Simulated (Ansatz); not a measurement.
The elements of this relaxed trial crystal are hidden behind letters.

```
lattice vectors (Å)
   1.8004   -3.0731    0.0000
   1.8004    3.0731    0.0000
   0.0000    0.0000    9.2513
fractional positions
X 0.5000 0.5000 0.8215
X 0.0000 0.0000 0.5000
X 0.5000 0.5000 0.1785
Z 0.0000 0.0000 0.0000
```

Theory: DFT PBE, scalar-relativistic, plane waves, PAW, and for the lanthanide a 4f-in-core norm-conserving potential (Ansatz 0.2.0). Cutoff 690 eV, Γ-centred 14×14×6 mesh (4-atom cell), Gaussian smearing of 0.10 eV, no spin polarisation.

```
Space group                                : Cmmm (No. 65)
Conventional cell                          : a = 3.601 Å, b = 6.146 Å, c = 9.251 Å
Volume per atom                            : 25.59 Å³
Density                                    : 7.33 g/cm³
Formation energy                           : +0.02 eV/atom
Gap on the 14×14×6 mesh of the 4-atom cell : 0 eV (a metal)
```

Energies are uncorrected and count from the elements' standard states at the same level.

Task: X is a lanthanide and Z is an s-block element of period 1. Which elements are they?

Result: X = Sm, Z = H, so the formula is Sm3H. Density times volume gives a mean mass of 7.33 × 25.59/1.6605 = 113.0 u per atom, and this set has 113.0 u. Among the elements that the hints allow, noble gases aside, only these give it. Sm on a site of symmetry mm2 is surrounded by 2 H at 2.44 Å, 9 Sm at 3.30–3.60 Å, 2 H at 3.49 Å and 2 Sm at 4.28 Å; Sm on a site of symmetry mmm has 10 Sm at 3.48–3.60 Å and 4 Sm at 4.28 Å; H is surrounded by 4 Sm at 2.44 Å.

A structure relaxed within its symmetry needn't be a true minimum.

The lanthanide is trivalent by construction, without f bands, f moments or other valences. The reference runs of the other elements, and any phases without the lanthanide, used 420 eV, which shifts energies against them by under 10 meV/atom. The lanthanide's reference is the lowest of its hcp, dhcp and fcc cells.
